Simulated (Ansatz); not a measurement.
RbCl:
```
RbCl
1.0
    3.88706     0.00000     0.00000
    0.00000     3.88706     0.00000
    0.00000     0.00000     3.88706
Rb Cl
1 1
Cartesian
  0.00000   0.00000   0.00000
  1.94353   1.94353   1.94353
```

Relaxed with PBEsol.

Question: Give the Bader charges and basin volumes of the independent atoms, plane-wave PAW PBEsol (Ansatz code).

Answer: 

```json
[
 {"atom": "Rb1", "Bader charge (e)": "+0.83", "Bader volume (Å³)": "26.1"},
 {"atom": "Cl2", "Bader charge (e)": "-0.83", "Bader volume (Å³)": "32.6"}
]
```

Space group Pm-3m (CsCl type). The first step of the workflow began from a Materials Project structure, measured or hypothetical; the Crystallography Open Database files this formula in space group No. 221, but the cells were not matched. It is not the phase usual at ambient conditions (space group No. 225). The PBEsol relaxation kept the symmetry of its start; whether a distortion lowers the energy is not shown.

Potentials: the later of the program's two PAW sets.
